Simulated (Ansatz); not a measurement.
System: Si (diamond type), 2 atoms in the cell.

All numbers below come from Ansatz 0.2.0 development build, PBE, all-electron LAPW, point nucleus.

k-mesh 8×8×8 Γ-centred; Fermi–Dirac smearing of 0.1 eV; no spin polarisation.

```yaml
crystal:
  lattice:
    - [0.00000, 2.73500, 2.73500]
    - [2.73500, 0.00000, 2.73500]
    - [2.73500, 2.73500, 0.00000]
  atoms:
    - { symbol: Si, position: [0.00000, 0.00000, 0.00000] }
    - { symbol: Si, position: [0.25000, 0.25000, 0.25000] }
```
Lattice in Å, positions in fractions of it.

Problem. Is the cell under compression or tension, and by how much?

Solution. The pressure is -0.02 GPa, close to zero.
